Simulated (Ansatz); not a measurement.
IrW: computed property card

IrW (CsCl type, Pm-3m), a = 3.122 Å, b = 3.122 Å, c = 3.122 Å, α = 90.00°, β = 90.00°, γ = 90.00°.

Space group Pm-3m (No. 221), CsCl type; conventional cell a = b = c = 3.1215 Å, α = β = γ = 90.00°.

Method: the program Ansatz at the PBEsol level (PAW). The cell and atoms are relaxed at this level. Other levels are named where they apply.

Cell and energy:

```
Item                                                          Value
-----------------------------------------------------  ------------
Volume per atom                                            15.21 Å³
Density                                                 20.53 g/cm³
Formation energy from the elements (no fitted shifts)  0.41 eV/atom
```

Electronic structure:

```
Property                                                                    Value
------------------------------------  -------------------------------------------
Electronic character                                            metallic (no gap)
Density of states at the Fermi level  1.7 states/eV per atom (mean over ±0.08 eV)
Gap with spin–orbit coupling                                      none (metallic)
```

Mechanics:

```
Item                                                                    Value
-------------------------------------  --------------------------------------
Bulk modulus (Birch–Murnaghan fit)                                    328 GPa
Pressure derivative B′                                                    4.5
Elastic constants (relaxed ions, GPa)       C11 = -2.3, C12 = 494, C44 = 97.0
Mechanical stability                   unstable (C has a negative eigenvalue)
```

Phonons:

```
Item                                            Result
---------------------  -------------------------------
Zone-centre stability  unstable, softest mode 52i cm⁻¹
```

The start of the workflow was typed in or built on a structure type; neither database checked (COD, Materials Project) lists it. COD files the formula under space group No. 51. Whether it is the stable phase at ambient conditions was not checked. The cell was relaxed with PBEsol under the symmetry of its start. The run is not spin-polarised. Its formation energy is positive at this level, so the cell may be metastable or incomplete. As this level gives no gap, shear constants depend on the k-mesh and smearing (Fermi–Dirac, 0.1 eV here). As this level gives no gap, phonon frequencies hold no LO–TO term and depend on the k-mesh and smearing (Fermi–Dirac, 0.1 eV here). On the denser mesh and wider smearing of the elastic run this cell carries a stress of 0.3 GPa. The references are the lowest solids computed at this level, not always the standard phases. Spin–orbit coupling is left out wherever it is not named.

Potentials: the later of the program's two PAW sets.
